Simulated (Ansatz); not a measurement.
**Zn: energy along a strain**

Zn, P6_3/mmc, a = 2.665 Å, c = 4.947 Å (as given, not relaxed at this level: -5.4 GPa). Ansatz: PBEsol, PAW, 420 eV, Γ-centred 24×24×10 mesh on 2 atoms, Gaussian smearing 0.15 eV; no spin polarisation. Cell vectors (Å): 2.665 0.000 0.000; -1.332 2.308 0.000; 0.000 0.000 4.947. The cell is strained by x per cent times the pattern (1 1 0 0 0 0) in the order xx yy zz yz xz xy (engineering shears), with fractional coordinates held. y is the free energy over the start, V0 = 15.211 Å³/atom.

| x (%) | y (meV/atom) |
| --- | --- |
| -6.00 | 12.25 |
| -4.50 | ? |
| -3.00 | -18.11 |
| -1.50 | -14.03 |
| 0.00 | 0.00 |
| 1.50 | 21.59 |
| 3.00 | 48.28 |
| 4.50 | 78.56 |
| 5.25 | 94.82 |
| 6.00 | 111.75 |

Problem. Fit y = c1 x + c2 x² + c3 x³ to the other rows, get the stiffness along the pattern, and predict the missing energy.

Solution. Least squares on the rows shown. y = 11.934 x + 1.7127 x² − 0.10201 x³. The clamped-ion stiffness p·C·p = 2 × 17.13 eV × 160.2 / 15.211 Å³ = 361 GPa (second derivative at the start, which stands under stress). With a term in x⁴ added, the coefficient of x² becomes 1.641, 4 % less, which shows how far this figure hangs on the form. At x = -4.50 the fit asked for gives -9.73 meV/atom. The run gave -10.14 meV/atom, so the fit is 0.41 meV/atom too high, within twice the rms miss on the fitted rows (0.36 meV/atom).